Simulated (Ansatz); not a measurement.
The relaxed structure here is a generated cell of Nb: the first start was made by placing the elements on the sites of a structure type, and the end was not matched to a known phase here, so it may be hypothetical. Known forms of Nb include space group No. 229.

A relaxed structure of Nb. Space group P6/mmm (No. 191). Computed with PBE (plane waves to 420 eV, PAW, scalar-relativistic; Ansatz, a quantum-chemistry and plane-wave program).

```cif
data_Nb3
_chemical_formula_sum 'Nb3'
_space_group_name_H-M_alt 'P 1'
_space_group_IT_number 1
_cell_length_a 4.88601
_cell_length_b 4.88601
_cell_length_c 2.68186
_cell_angle_alpha 90.000
_cell_angle_beta 90.000
_cell_angle_gamma 120.000
loop_
_space_group_symop_operation_xyz
  'x, y, z'
loop_
_atom_site_label
_atom_site_type_symbol
_atom_site_fract_x
_atom_site_fract_y
_atom_site_fract_z
_atom_site_occupancy
Nb1 Nb 0.00000 0.00000 0.00000 1
Nb2 Nb 0.33333 0.66667 0.50000 1
Nb3 Nb 0.66667 0.33333 0.50000 1
```

For Nb, the volume per atom is 18.48 Å³ and the density is 8.35 g/cm³. The band gap is no gap (metallic) and the shortest distances is Nb–Nb 2.68 Å. The k-mesh comes out as 11×11×17.

Band energies at high-symmetry points (eV from the Fermi level; labels of this space group; no spin-orbit coupling), from −5 eV up to 2.3 eV:

| point | energies |
|---|---|
| Γ | -3.28 -1.61 -1.20 -1.20 -1.20 -1.20 -1.01 0.60 0.60 |
| M | -3.90 -3.64 -3.61 -1.99 -1.81 -1.56 -1.03 -0.90 1.45 1.97 |
| K | -4.02 -3.64 -3.64 -1.86 -1.86 -1.55 -0.33 -0.07 -0.07 |
| A | -3.55 -3.55 -2.81 -2.81 -1.91 -0.78 -0.08 -0.08 1.12 1.12 |
| L | -3.51 -3.11 -3.09 -2.42 -1.17 -0.99 -0.63 0.83 0.85 1.69 2.17 |
| H | -4.01 -2.45 -2.45 -1.98 -1.98 -1.24 0.09 0.09 0.87 0.87 1.06 |

No spin polarisation in the result.

The run could not lose the symmetry of its start: the end is stationary, and may be a saddle point rather than a minimum.

All atoms sit on sites fixed by symmetry, so only the cell could relax.
